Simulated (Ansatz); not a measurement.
Put BaY₂ in P-3m1 (No. 164): Ba on 1a; Y on 2d. The guess for BaY₂ was made by a generator: ordered superstructure of bcc (sublattice all; occupants of the shared sites, in ratio, Y: 2, Ba: 1).

These are results of DFT PBE, scalar-relativistic, plane waves, PAW (Ansatz 0.2.0), not measurements. Cutoff 420 eV, Γ-centred mesh, Gaussian smearing, no spin polarisation.

Formation energies are uncorrected and refer to the elements' standard structures at the same level.

Q: Give the relaxed lattice parameters and positions.

A:

Space group P-3m1 (No. 164). a = 6.115 Å, b = 6.115 Å, c = 3.580 Å, α = 90.00°, β = 90.00°, γ = 120.00°
| atom | site | symmetry | x | y | z |
| --- | --- | --- | --- | --- | --- |
| Ba | 1a | -3m. | 0.0000 | 0.0000 | 0.0000 |
| Y | 2d | 3m. | 0.6667 | 0.3333 | 0.6988 |

Around Ba lie 2 Ba at 3.58 Å, 6 Y at 3.69 Å and 6 Y at 4.33 Å; Y is surrounded by 2 Y at 3.58 Å, 3 Ba at 3.69 Å, 3 Y at 3.81 Å, 3 Y at 4.14 Å and 3 Ba at 4.33 Å. Another local minimum with the same sites may exist.

Q: And its energy and gap?

A: The energy over the elements is +0.29 eV/atom and the gap on the 12×12×14 mesh of the 3-atom cell is 0 eV (a metal). A positive value: parting into the elements would lower its energy.

The last run used Gaussian smearing of 0.10 eV. The cell is a metal run without spin; a magnetic state may lie lower. A structure relaxed within its symmetry needn't be a true minimum.
